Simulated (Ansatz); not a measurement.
Input file for Ansatz (an electronic-structure program):

Ansatz 0.2 input:
```yaml
crystal:
  lattice:
    - [0.0, 2.5666405342, 2.5666405342]
    - [2.5666405342, 0.0, 2.5666405342]
    - [2.5666405342, 2.5666405342, 0.0]
  atoms:
    - { symbol: Zr, position: [0.0, 0.0, 0.0] }
    - { symbol: S, position: [0.5, 0.5, 0.5] }
kpoints:
  mp_grid: { grid: [29, 29, 29] }
hamiltonian:
  xc: lda
  pseudopotentials: { kind: paw }
scf:
  occupations: { method: fermi_dirac, width: 0.1 }
elastic: { mode: relaxed_ion, stencil: two_point, amplitude: 0.005, f_tol: 0.0005 }
```

Output (shortened):

```
Pseudopotentials: kind: paw
Pseudopotential: Zr, paw, valence charge 12
Pseudopotential: S, paw, valence charge 6
Functional definition: SPW92
Crystal: 2 atoms, lattice volume = 33.816 Å³
Basis set: ecut = 420 eV, 645 PW (Γ)
Bands: 13, of which v1, the nominal top of the filled ones, is band 9 counted from 1 (8 counted from 0)
Symmetry: 48 space group operations
Space group: Fm-3m (ITA 225), of the structure as read, at distance tolerance 3.2e-5 Å
k-points: 680 of 24389
PAW frozen core: Zr, regenerated for the run's functional, and the local potential with it
PAW frozen core: S, regenerated for the run's functional, and the local potential with it
Initial wavefunctions: pseudopotential atomic-orbital guess
Eigensolver: davidson
Functional: x = slater, c = lda
all-band conjugate gradients solve this SCF's bands
automatic band count: the SCF goes on with 17 bands, as 13 were too few: the levels above may hold too much charge
SCF 1 converged in 10 iterations: F = -4950.211219 eV  dr2 = 1.09e-15
density extrapolation: transplant  |δρ|_rms = 1.711e-2 e/Å³  SAD shift = 4.464e-3 e/Å³
Crystal: 2 atoms, lattice volume = 33.647 Å³
Bands: 17, of which v1, the nominal top of the filled ones, is band 9 counted from 1 (8 counted from 0)
Symmetry: 16 space group operations
k-points: 1800 of 24389
Initial density: handed on by an earlier stage of this run
Initial wavefunctions: those handed on with the density
SCF 2 converged in 8 iterations: F = -4950.210106 eV  dr2 = 3.25e-14
density extrapolation: first-order (α = -2.000)  |δρ|_rms = 1.711e-2 e/Å³  SAD shift = 4.423e-3 e/Å³
Crystal: 2 atoms, lattice volume = 33.985 Å³
SCF 3 converged in 6 iterations: F = -4950.210358 eV  dr2 = 4.80e-14
density extrapolation: transplant  |δρ|_rms = 1.711e-2 e/Å³  SAD shift = 2.200e-3 e/Å³
Crystal: 2 atoms, lattice volume = 33.816 Å³
Symmetry: 8 space group operations
k-points: 3375 of 24389
SCF 4 converged in 7 iterations: F = -4950.211136 eV  dr2 = 2.53e-14
density extrapolation: first-order (α = -2.000)  |δρ|_rms = 1.711e-2 e/Å³  SAD shift = 2.200e-3 e/Å³
Crystal: 2 atoms, lattice volume = 33.816 Å³
SCF 5 converged in 6 iterations: F = -4950.211136 eV  dr2 = 3.01e-15
SCF converged after 10 iterations
Free energy (F): -4950.211219 eV
Harris-Foulkes:  -4950.211219 eV  (|F-HF|=2.73e-12)
Internal energy: -4950.170515 eV  (E = F + TS)
E sigma→0 (E₀):  -4950.190867 eV
Entropy (-TS):   -0.040703 eV (-20.352 meV/atom)
Fermi energy:    15.435158 eV
--- Per-component energies (eV) ---
  E_band       = -56.748563
  E_kinetic    = 448.844635
  E_local      = -666.283529  (includes V_loc(G=0)·N_el)
  E_nonlocal   = 112.947315
  E_hartree    = 210.097666
  E_xc         = -260.446528
  E_vxc        = -283.242927  (∫ρ·V_xc dr)
  E_paw        = -3418.247035  (= ΣΔE_a)
  E_vpaw       = -89.209414  (= ΣTr[D̂ρ^β])
  E_aug_tail   = 0.000025  (compensation charges beyond the density's cutoff)
  E_ewald      = -1377.606662
  E_core_change = 0.523598  (= ΣΔE_core)
  E_smearing   = -0.040703  (= −TS)
  E_closure    = 0.000000  (closes the sum)
  Σ components = -4950.211219   (vs F -4950.211219, Δ=0.00e0)
--- Forces (eV/Å), atoms counted from 1 ---
  atom   1  Zr     0.00000000     0.00000000     0.00000000
  atom   2  S      0.00000000     0.00000000     0.00000000
  max |Σ_I F_I| component: 0.0 eV/Å
--- Stress (GPa, compression-positive) ---
        0.098361       0.000000       0.000000
        0.000000       0.098361       0.000000
        0.000000       0.000000       0.098361
  P = ⅓ Tr σ = 0.0984 GPa (0.984 kbar)
  The stress holds the Pulay correction. Without it, at fixed plane waves, as pw.x and ABINIT print it: P = 0.0658 GPa
  The stress includes an estimate of the error left by incomplete SCF convergence (largest component 0.0000 GPa).
--- Band table (eV; the first three rows and the last of 680) ---
  k-point 0: bands = ["-34.2522", "-12.2670", "-12.2670", "-12.2670", "-0.6202", "11.9617", "11.9617", "11.9617", "13.9342", "13.9342", "13.9342", "14.6713", "14.6713", "17.8283", "22.6852", "28.2469", "28.2469"]
  k-point 1: bands = ["-34.2518", "-12.2728", "-12.2675", "-12.2675", "-0.6024", "11.8473", "11.8797", "11.8797", "13.9687", "13.9687", "13.9876", "14.7695", "14.7695", "17.9023", "22.7432", "28.1273", "28.1844"]
  k-point 2: bands = ["-34.2505", "-12.2897", "-12.2688", "-12.2688", "-0.5494", "11.5471", "11.6679", "11.6679", "14.0577", "14.0577", "14.1138", "15.0438", "15.0438", "18.1157", "22.9120", "27.8035", "27.9954"]
  k-point 679: bands = ["-34.2034", "-12.5258", "-12.5113", "-12.4300", "0.6624", "9.1033", "9.4315", "9.4660", "15.3303", "15.6447", "17.3954", "18.0651", "18.1286", "23.6365", "23.8642", "24.1099", "24.6149"]
  band table: 17 of 17 bands, residual norms ≤ 1.0e-3 eV
--- Elastic constants: 2 strain directions × 2 members + reference (group order 48) ---
  dense FFT box of the reference and of every strained cell: 25×25×25
  strains applied: 11, 23; error gains: componentwise 1.00 (the most a stress slope's error grows in a printed constant), spectral 1.73 (1 for all six strains …
  C = ∂σ_k/∂η_j (tension-positive GPa; Voigt order 11 22 33 23 13 12):
       374.044     47.329     47.329      0.000      0.000      0.000
        47.329    374.044     47.329      0.000      0.000      0.000
        47.329     47.329    374.044      0.000      0.000      0.000
         0.000      0.000      0.000     31.267      0.000      0.000
         0.000      0.000      0.000      0.000     31.267      0.000
         0.000      0.000      0.000      0.000      0.000     31.267
  reference stress σ⁰ (GPa):     -0.098     -0.098     -0.098      0.000      0.000      0.000
  moduli (Voigt/Reuss/Hill, GPa): K = 156.23/156.23/156.23   G = 84.10/46.21/65.16   E = 171.62   ν = 0.317
  mechanically stable: yes (min eigenvalue of sym C = 31.27 GPa)
  strain η (Voigt 11):  stress-route row diagonal C_11 = 374.04 GPa, energy-path curvature d²(F+E_count+ΔE)/dδ²/Ω₀ = 373.95 GPa
         δ    σ_11 (GPa)             F (eV)   n_scf  n_hpsi   n_pw
    -5.000e-3      -2.0316       -4950.2101062       8  512284    676   relax 0 steps, max|allowed force component| 0.0 eV/Å
     5.000e-3       1.7089       -4950.2103578       6  418618    684   relax 0 steps, max|allowed force component| 0.0 eV/Å
  strain η (Voigt 23):  stress-route row diagonal C_44 = 31.27 GPa, energy-path curvature d²(F+E_count+ΔE)/dδ²/Ω₀ = 31.33 GPa
         δ    σ_23 (GPa)             F (eV)   n_scf  n_hpsi   n_pw
    -5.000e-3      -0.1563       -4950.2111355       7  878856    678   relax 0 steps, max|allowed force component| 0.0 eV/Å
     5.000e-3       0.1563       -4950.2111355       6  742883    678   relax 0 steps, max|allowed force component| 0.0 eV/Å
```

Cost: around 6 core-minutes (rough) on shared cores.

The workflow started from an entry of the Crystallography Open Database (COD), which files this formula under 2 space groups. Its standing as an ambient phase is unchecked. The LDA relaxation kept the symmetry of its start; of distortions, only those at the zone centre were tested. The run is not spin-polarised. As this level gives no gap, shear constants depend on the k-mesh and smearing (Fermi–Dirac, 0.1 eV here). Spin–orbit coupling is left out wherever it is not named.

Potentials: the later of the program's two PAW sets.

Ansatz is a plane-wave DFT program.
